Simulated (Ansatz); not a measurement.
BaTiO3:
```
CELL_PARAMETERS angstrom
      4.01928     0.00000     0.00000
      0.00000     4.01928     0.00000
      0.00000     0.00000     4.01928
ATOMIC_POSITIONS crystal
  Ba 0.50000 0.50000 0.50000
  Ti 0.00000 0.00000 0.00000
  O  0.50000 0.00000 0.00000
  O  0.00000 0.50000 0.00000
  O  0.00000 0.00000 0.50000
```

The program Ansatz at the PBE level (PAW) gives a gap of 1.78 eV without spin–orbit coupling, maximum at R, minimum at Γ.

**Question.** What happens when spin–orbit coupling is switched on?

**Answer.** The gap drops by 0.01 eV, to 1.77 eV; maximum at R, minimum at Γ.

**Question.** Give the electron effective mass with spin–orbit coupling, band 1 of 2 at the edge.

**Answer.** 1.2 along [100], 0.80 along [110], 0.66 along [111] (mₑ).

**Question.** Give the electron effective mass with spin–orbit coupling, band 2 of 2 at the edge.

**Answer.** 0.42 along [100], 0.49 along [110], 0.56 along [111] (mₑ).

Space group Pm-3m (cubic perovskite). This is a known high-temperature phase of the composition, computed here at zero pressure and temperature. The cell was relaxed with PBE under the symmetry of its start. At this level the phase is dynamically unstable (imaginary phonons). No spin polarisation was allowed.

Potentials: the later of the program's two PAW sets.
